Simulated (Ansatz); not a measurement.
CdS (wurtzite)

```
CELL_PARAMETERS angstrom
      4.19618     0.00000     0.00000
     -2.09809     3.63400     0.00000
      0.00000     0.00000     6.82953
ATOMIC_POSITIONS crystal
  Cd 0.33333 0.66667 0.99917
  Cd 0.66667 0.33333 0.49917
  S  0.33333 0.66667 0.37563
  S  0.66667 0.33333 0.87563
```

In this cell atom 1 (Cd, nearest neighbour S at 2.565 Å; its periodic images, 4.2 Å or more away, move with it) is moved by s along Cartesian z, unit vector (0.000, 0.000, 1.000); all other atoms and the cell stay fixed.

Calculation: PBE (plane waves to 420 eV, PAW, scalar-relativistic; Ansatz, a first-principles code). k mesh 7×7×4 (Γ-centred), Fermi-Dirac smearing 0.05 eV. The energy includes the smearing's −TS. CdS was relaxed with its symmetry unable to fall. ΔE is measured from the undisplaced structure.

```csv
s (Å),ΔE (meV/cell)
-0.510,396
-0.408,290
-0.306,withheld
-0.204,93
-0.102,26
0.000,0
0.102,34
0.204,156
0.306,401
0.408,820
0.510,1485
```

Question: Fit a polynomial form (powers 2, 3, 4) to the given rows and predict ΔE at s = -0.306.

Answer: Least squares on the 10 given rows: ΔE = (2808)·s² + (4058)·s³ + (3108)·s⁴, in meV/cell with s in Å; root-mean-square residual 6.0 meV/cell. At -0.306 the fit gives 174 meV/cell; the calculation gives 186 meV/cell, so the interpolation is off by -12 (-6.5 %). The quadratic term alone would give 263 meV/cell.

(A displaced cell: forces are minus the slopes of the energy, force constants its curvatures, and phonons follow from these.)
